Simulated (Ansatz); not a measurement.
Starting cell, ZnCu (CsCl type):

```yaml
crystal:
  lattice:
    - [5.92765, 0.00000, 0.00000]
    - [2.96382, 2.96382, 0.00000]
    - [0.00000, 0.00000, 2.96382]
  atoms:
    - { symbol: Zn, position: [0.00000, 0.00000, 0.00000] }
    - { symbol: Zn, position: [0.50000, 0.00000, 0.00000] }
    - { symbol: Cu, position: [0.00000, 0.50000, 0.50000] }
    - { symbol: Cu, position: [0.50000, 0.50000, 0.50000] }
```

A phonon eigenvector at M = (0.5, 0.5, 0.0) is frozen into this cell: atom i moves by Q times the vector below, so Q is the largest atomic displacement, in Å. The cell is held. (q is in reciprocal vectors of the primitive cell; the cell shown is doubled to hold the pattern.)

```tsv
atom	x	y	z
Cu3	0.000	0.000	1.000
Cu4	0.000	0.000	-1.000
```

Atoms not listed stay in place.

Calculation: PBE (plane waves to 420 eV, PAW, scalar-relativistic; Ansatz, a quantum-chemistry and plane-wave program). k mesh 16×16×16 (Γ-centred), Fermi-Dirac smearing 0.05 eV. E stands for the smeared free energy. With partly filled bands, energies and forces of such displacements shift with the k mesh and the smearing. ZnCu is run without spin polarisation. ZnCu was relaxed with its symmetry unable to fall. The zero of ΔE is the undisplaced structure. The last digit holds for this mesh only.

| Q (Å) | ΔE (meV/cell) |
|---|---|
| -0.2800 | 428.7 |
| -0.2333 | 299.4 |
| -0.1867 | withheld |
| -0.1400 | 108.7 |
| -0.0933 | 48.4 |
| -0.0467 | 12.1 |
| 0.0000 | 0.0 |
| 0.0467 | 12.1 |
| 0.0933 | 48.4 |
| 0.1400 | 108.7 |
| 0.1867 | withheld |
| 0.2333 | 299.4 |
| 0.2800 | 428.7 |

**Question.** Fit an even polynomial form (powers 2, 4) to the given rows and predict ΔE at Q = 0.1867.

**Answer.** Least squares on the 11 given rows: ΔE = (5573)·Q² + (-1336)·Q⁴, in meV/cell with Q in Å; root-mean-square residual 0.03 meV/cell. At 0.1867 the fit gives 192.6 meV/cell; the calculation gives 192.5 meV/cell, so the interpolation is off by 0.1 (+0.1 %). The quadratic term alone would give 194.3 meV/cell.

(For displaced atoms, the force is minus the slope of the energy, and its curvature is a force constant, which sets phonon frequencies.)
